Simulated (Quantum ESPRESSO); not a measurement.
# Ti2NbO5F3: input and log of a self-consistent run

Computed values, not a measurement. The program is pw.x of Quantum ESPRESSO 7.5 (plane-wave density functional theory). The cell is made up: 11 atoms on a fluorite lattice with one site empty, with randomly drawn elements, strain and displacements, not relaxed. PseudoDojo standard norm-conserving files (v0.5 for PBE, v0.4.1 for LDA and PBEsol) set the functional; there is no spin polarisation, spin-orbit coupling or dispersion term, and the masses in the input are unused placeholders.

Input:

```
&control calculation='scf', pseudo_dir='./dojo.nc.sr.pbe.v0_5.standard.upf', outdir='./o', disk_io='low', tprnfor=.true., tstress=.true. /
&system ibrav=0, nat=11, ntyp=4, nbnd=50, ecutwfc=84.00895049, nosym=.true., tot_charge=0,
 occupations='smearing', smearing='fd', degauss=0.0018374661
/
&electrons conv_thr=7.350e-09, electron_maxstep=60, /
ATOMIC_SPECIES
F 1.0 F.upf
Nb 1.0 Nb.upf
O 1.0 O.upf
Ti 1.0 Ti.upf
CELL_PARAMETERS angstrom
4.7961 -0.0104 0.0601
-0.0104 4.8446 0.0048
0.0601 0.0048 4.929
ATOMIC_POSITIONS angstrom
Ti 0.0681 -0.0006 -0.0125
Nb 0.0284 2.3261 2.4191
Ti 2.3822 2.4597 0.0585
O 1.1756 1.1885 1.3041
O 1.3022 1.1246 3.7854
F 1.1416 3.6532 1.3566
O 1.2038 3.6157 3.667
F 3.5601 1.1734 1.2789
O 3.6715 1.2274 3.6579
O 3.5912 3.6093 1.2569
F 3.4783 3.638 3.802
K_POINTS automatic
5 5 5 1 1 1
```

The log is shortened where brackets say so; the opening notice, blank lines, dates and the lines on written files are dropped, and the path of the files is cut. It prints rydbergs, bohrs and kilobars, and counts compression as positive stress. With no partly filled state, the Fermi energy that it prints is only some level between the filled and the empty states on the mesh, and need not lie in the true gap.

```
     Program PWSCF v.7.5
     Parallel version (MPI & OpenMP), running on       4 processor cores
     Number of MPI processes:                 4
     Threads/MPI process:                     1
     [start-up lines left out]
     bravais-lattice index     =            0
     lattice parameter (alat)  =       9.0640  a.u.
     unit-cell volume          =     772.7389 (a.u.)^3
     number of atoms/cell      =           11
     number of atomic types    =            4
     number of electrons       =        88.00
     number of Kohn-Sham states=           50
     kinetic-energy cutoff     =      84.0090  Ry
     charge density cutoff     =     336.0358  Ry
     scf convergence threshold =      7.3E-09
     mixing beta               =       0.7000
     number of iterations used =            8  plain     mixing
     Exchange-correlation= PBE
                           (   1   4   3   4   0   0   0)
     [axes and pseudopotential details left out]
   Cartesian axes
     site n.     atom                  positions (alat units)
         1        Ti     tau(   1) = (   0.0141979  -0.0001251  -0.0026061  )
         2        Nb     tau(   2) = (   0.0059210   0.4849590   0.5043482  )
         3        Ti     tau(   3) = (   0.4966551   0.5128127   0.0121964  )
         4        O      tau(   4) = (   0.2450960   0.2477855   0.2718864  )
         5        O      tau(   5) = (   0.2714903   0.2344632   0.7892025  )
         6        F      tau(   6) = (   0.2380075   0.7616406   0.2828319  )
         7        O      tau(   7) = (   0.2509753   0.7538224   0.7645177  )
         8        F      tau(   8) = (   0.7422306   0.2446373   0.2666326  )
         9        O      tau(   9) = (   0.7654559   0.2558956   0.7626205  )
        10        O      tau(  10) = (   0.7487145   0.7524881   0.2620459  )
        11        F      tau(  11) = (   0.7251764   0.7584716   0.7926633  )
     number of k points=    63  Fermi-Dirac smearing, width (Ry)=  0.0018
                       cart. coord. in units 2pi/alat
        k(    1) = (   0.0990200   0.0991243   0.0960077), wk =   0.0320000
        k(    2) = (   0.0965803   0.0989262   0.2906608), wk =   0.0320000
     [further k points left out]
     Dense  grid:    80393 G-vectors     FFT dimensions: (  54,  54,  60)
     Estimated max dynamical RAM per process >     244.48 MB
     Estimated total dynamical RAM >     919.03 MB
     Initial potential from superposition of free atoms
     starting charge      87.9945, renormalised to      88.0000
     Starting wfcs are   62 randomized atomic wfcs
     total cpu time spent up to now is        8.5 secs
     per-process dynamical memory:   201.1 Mb
     Self-consistent Calculation
     iteration #  1     ecut=    84.01 Ry     beta= 0.70
     Davidson diagonalization with overlap
     ethr =  1.00E-02,  avg # of iterations =  2.0
     total cpu time spent up to now is       19.4 secs
     total energy              =    -672.78872998 Ry
     estimated scf accuracy    <       5.76135390 Ry
     iteration #  2     ecut=    84.01 Ry     beta= 0.70
     Davidson diagonalization with overlap
     ethr =  6.55E-03,  avg # of iterations =  8.0
     total cpu time spent up to now is       41.6 secs
     total energy              =    -664.75128169 Ry
     estimated scf accuracy    <      95.26814973 Ry
     iteration #  3     ecut=    84.01 Ry     beta= 0.70
     Davidson diagonalization with overlap
     ethr =  6.55E-03,  avg # of iterations =  6.6
     total cpu time spent up to now is       67.0 secs
     total energy              =    -675.98964951 Ry
     estimated scf accuracy    <       2.40617136 Ry
     iteration #  4     ecut=    84.01 Ry     beta= 0.70
     Davidson diagonalization with overlap
     ethr =  2.73E-03,  avg # of iterations =  2.8
     total cpu time spent up to now is       78.7 secs
     total energy              =    -676.11563249 Ry
     estimated scf accuracy    <       1.28660183 Ry
     iteration #  5     ecut=    84.01 Ry     beta= 0.70
     Davidson diagonalization with overlap
     ethr =  1.46E-03,  avg # of iterations =  1.6
     total cpu time spent up to now is       89.1 secs
     total energy              =    -675.93797694 Ry
     estimated scf accuracy    <       0.87124377 Ry
     [iterations 6 to 15 left out]
     iteration # 16     ecut=    84.01 Ry     beta= 0.70
     Davidson diagonalization with overlap
     ethr =  3.00E-08,  avg # of iterations =  2.1
     total cpu time spent up to now is      254.1 secs
     total energy              =    -676.02530634 Ry
     estimated scf accuracy    <       0.00002096 Ry
     iteration # 17     ecut=    84.01 Ry     beta= 0.70
     Davidson diagonalization with overlap
     ethr =  2.38E-08,  avg # of iterations =  1.8
     total cpu time spent up to now is      264.8 secs
     total energy              =    -676.02530652 Ry
     estimated scf accuracy    <       0.00000409 Ry
     iteration # 18     ecut=    84.01 Ry     beta= 0.70
     Davidson diagonalization with overlap
     ethr =  4.65E-09,  avg # of iterations =  5.6
     total cpu time spent up to now is      281.0 secs
     total energy              =    -676.02530821 Ry
     estimated scf accuracy    <       0.00000160 Ry
     iteration # 19     ecut=    84.01 Ry     beta= 0.70
     Davidson diagonalization with overlap
     ethr =  1.82E-09,  avg # of iterations =  1.7
     total cpu time spent up to now is      292.6 secs
     total energy              =    -676.02530824 Ry
     estimated scf accuracy    <       0.00000031 Ry
     iteration # 20     ecut=    84.01 Ry     beta= 0.70
     Davidson diagonalization with overlap
     ethr =  3.54E-10,  avg # of iterations =  4.2
     total cpu time spent up to now is      308.4 secs
     End of self-consistent calculation
          k = 0.0990 0.0991 0.0960 ( 10043 PWs)   bands (ev):
   -48.6661 -48.4452 -46.6388 -24.9798 -24.9282 -24.7363 -24.7125 -24.6693
   -24.5397 -22.8939 -22.7637 -22.6010 -14.5701 -14.2030 -13.7748  -8.1897
    -7.6408  -7.3491  -7.2549  -6.4401   2.0931   2.1922   2.6311   2.9204
     3.0443   3.3230   3.5804   3.8591   4.1847   4.9817   5.1474   5.3589
     6.6091   6.7354   7.0291   7.2672   7.3102   7.6120   7.9101   8.1151
     8.3582   8.7450   9.0578   9.8217  10.7490  10.8822  11.1324  11.2148
    11.4789  11.7808
     [levels at the other k points left out]
     the Fermi energy is    10.2705 ev
!    total energy              =    -676.02530832 Ry
     estimated scf accuracy    <          4.7E-09 Ry
     smearing contrib. (-TS)   =      -0.00000000 Ry
     internal energy E=F+TS    =    -676.02530832 Ry
     The total energy is F=E-TS. E is the sum of the following terms:
     one-electron contribution =    -207.70215075 Ry
     hartree contribution      =     152.56534984 Ry
     xc contribution           =    -135.63438177 Ry
     ewald contribution        =    -485.25412564 Ry
     convergence has been achieved in  20 iterations
     Forces acting on atoms (cartesian axes, Ry/au):
     atom    1 type  4   force =     0.04817011    0.04730309   -0.09160051
     atom    2 type  2   force =     0.00994045   -0.05254623    0.11041445
     atom    3 type  4   force =    -0.03092497   -0.03083926   -0.06726458
     atom    4 type  3   force =    -0.05395608    0.05852731   -0.01957126
     atom    5 type  3   force =    -0.03471520    0.03951348    0.05768415
     atom    6 type  1   force =     0.04598173    0.02295203   -0.06638493
     atom    7 type  3   force =    -0.08413301   -0.06445827    0.08834824
     atom    8 type  1   force =    -0.01145238   -0.00738085   -0.04169399
     atom    9 type  3   force =     0.04276018    0.05031845    0.05660616
     atom   10 type  3   force =     0.03008345   -0.07927922   -0.02041299
     atom   11 type  1   force =     0.03824571    0.01588947   -0.00612474
     Total force =     0.303612     Total SCF correction =     0.000208
     Computing stress (Cartesian axis) and pressure
          total   stress  (Ry/bohr**3)                   (kbar)     P=      -20.96
   0.00015764  -0.00000567  -0.00024163           23.19       -0.83      -35.55
  -0.00000567  -0.00009703   0.00001352           -0.83      -14.27        1.99
  -0.00024163   0.00001352  -0.00048812          -35.55        1.99      -71.81
     init_run     :      8.02s CPU      8.36s WALL (       1 calls)
     electrons    :    298.74s CPU    299.94s WALL (       1 calls)
     forces       :      2.08s CPU      2.11s WALL (       1 calls)
     stress       :      8.23s CPU      8.23s WALL (       1 calls)
     [timing details left out]
     PWSCF        :   5m17.31s CPU   5m18.98s WALL
     JOB DONE.
```

In other units: free energy -9197.793 eV for the cell, pressure -2.10 GPa, largest force component 2.839 eV/Å. A rerun of this cell at a cutoff of 1467 eV and k mesh 7 x 7 x 7 moved values by no more than 0.004 eV in energy, 0.05 GPa in stress and 0.003 eV/Å in force.